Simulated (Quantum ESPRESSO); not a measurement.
# Ag4Ru2Ti2 in 6 site orders

These are calculations, not measurements. They come from Quantum ESPRESSO 7.5, a public plane-wave density functional program. Each row is one single-point run on a made-up periodic cell of eight metal atoms, with elements, volume, strain and displacements drawn at random and not relaxed, so a cell may be unstable or far from any real phase. There is no spin polarisation or spin-orbit coupling.

Settings: PBE unless stated; PseudoDojo standard norm-conserving files; Fermi-Dirac width 0.25 eV, which means electrons at about 2900 K; cutoff 1143 eV; 8 x 4 x 3 k mesh shifted half a step off Gamma. E is the free energy of the whole cell (internal energy minus TS), so a -TS column is already part of it. Stress is positive in tension, and the pressure P is minus a third of its trace.

Checks: one run of this series was repeated at a higher cutoff and on a denser mesh, which moved values by no more than 0.003 eV, 0.09 GPa and 0.007 eV/Å, and a second program with other atomic files agreed on it to 2 % rms in force and 0.5 GPa in pressure. Known limits: a spin test at this wide smearing found no moment, but such smearing suppresses magnetism that the real alloy may have.

The lattice is face-centred cubic, and the cell vectors in Å are (0.000, -2.067, -2.067); (-6.201, -2.067, 0.000); (-2.067, 4.134, -6.201), a volume of 141.30 Å³. The runs put one composition on the same eight displaced sites in different orders. E is counted from run 1, and the rms force is over all 24 components. Nothing is relaxed, so E mixes bonding between neighbours with strain on unrelaxed sites, and it is not an ordering energy.

| run | elements on sites 1 to 8 | E (eV) | -TS (eV) | rms force (eV/Å) | largest force (eV/Å) | P (GPa) |
|---|---|---|---|---|---|---|
| 1 | Ag Ti Ti Ru Ag Ag Ag Ru | 0.000 | -1.757 | 0.499 | 1.48 | -8.21 |
| 2 | Ag Ru Ag Ag Ti Ag Ru Ti | -0.431 | -1.667 | 0.612 | 1.86 | -8.66 |
| 3 | Ag Ru Ag Ru Ag Ti Ti Ag | -0.009 | -1.778 | 0.497 | 1.57 | ? |
| 4 | Ti Ag Ti Ag Ag Ru Ru Ag | 0.686 | -1.898 | 0.694 | 2.15 | -7.71 |
| 5 | Ag Ru Ag Ag Ti Ru Ti Ag | 0.559 | -1.808 | 0.467 | 1.40 | -7.98 |
| 6 | Ag Ti Ag Ru Ag Ag Ru Ti | 0.172 | -1.695 | 0.474 | 1.48 | -8.38 |

## Worked fit

A straight line through the runs shown gives P = -8.34 + 0.76 E GPa with E in eV, an error of 0.16 on the slope and a scatter of 0.14 GPa. At this fixed volume the orders of higher energy tend to have the higher pressure.

## Withheld value

Question: what pressure should run 3 give?

The fit gives -8.35 ± 0.16 GPa. The calculation gave -8.55 GPa.
